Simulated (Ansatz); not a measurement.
KYTe₂:
```cif
data_K3Te6Y3
_chemical_formula_sum 'K3 Y3 Te6'
_space_group_name_H-M_alt 'R-3m :H'
_space_group_IT_number 166
_space_group_name_Hall '-R 3 2"'
_cell_length_a 4.49254
_cell_length_b 4.49254
_cell_length_c 24.51153
_cell_angle_alpha 90.000
_cell_angle_beta 90.000
_cell_angle_gamma 120.000
loop_
_atom_site_label
_atom_site_type_symbol
_atom_site_symmetry_multiplicity
_atom_site_Wyckoff_symbol
_atom_site_fract_x
_atom_site_fract_y
_atom_site_fract_z
_atom_site_occupancy
K1 K 3 b 0.00000 0.00000 0.50000 1
Y1 Y 3 a 0.00000 0.00000 0.00000 1
Te1 Te 6 c 0.00000 0.00000 0.26338 1
```
(The calculation used a cell of 4 atoms; values per cell refer to that cell.)

Relaxed with r²SCAN. r²SCAN (plane waves, PAW; program Ansatz) gives a gap of 1.68 eV.

Q: What gap does HSE06 give on the same cell (Ansatz, PAW)?

A: 2.03 eV, 0.35 eV more. The hybrid was solved on a coarser mesh and at special points; the gap given is the minimum over both.

Cost on shared cores: the r²SCAN run (SCF on a 7×7×7 mesh, then bands and DOS) roughly 110 core-seconds, the HSE06 run (SCF on 5×5×5, then a few points) roughly 7 core-minutes; the tasks are unlike.

The first step of the workflow began from a Materials Project structure, measured or hypothetical; the Crystallography Open Database copy checked does not list it. Its standing as an ambient phase is unchecked. The cell was relaxed with r²SCAN under the symmetry of its start; its stability against distortions is not shown here. No spin polarisation was allowed. Spin–orbit coupling is left out wherever it is not named.

Potentials: the later of the program's two PAW sets.
